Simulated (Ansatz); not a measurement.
Task: Each is relaxed and computed with r²SCAN (plane waves, PAW; program Ansatz). Which is the only metal?
A) MoPO5, P4/n (Mo on 2c, P on 2b, O on 8g, O on 2c)
B) Mo2RuSe4, P-1 (Pearson symbol aP14)
C) SiO2, rutile
D) Si3Mo5, P6_3/mcm (Si on 6g, Mo on 4d, Mo on 6g)

Result: D, Si3Mo5, P6_3/mcm (Si on 6g, Mo on 4d, Mo on 6g). Si3Mo5: metal; MoPO5: gap 1.26 eV (indirect); SiO2: gap 6.51 eV (direct); Mo2RuSe4: gap 0.59 eV (direct). Spin orders computed, not proven ground states: MoPO5, P4/n (Mo on 2c, P on 2b, O on 8g, O on 2c) ferromagnetic. Not the usual ambient phase: SiO2, rutile. Standing as an ambient phase not checked: Si3Mo5, P6_3/mcm (Si on 6g, Mo on 4d, Mo on 6g); MoPO5, P4/n (Mo on 2c, P on 2b, O on 8g, O on 2c); Mo2RuSe4, P-1 (Pearson symbol aP14). Perhaps ordered models of mixed-site phases: Mo2RuSe4, P-1 (Pearson symbol aP14). All cells were relaxed under the symmetry of their starts (and spin orders); stability against distortions was not tested throughout. Rows with no word on spin ran without spin polarisation. No Hubbard U is applied. Spin–orbit coupling is left out wherever it is not named.

Potentials: the later of the program's two PAW sets.
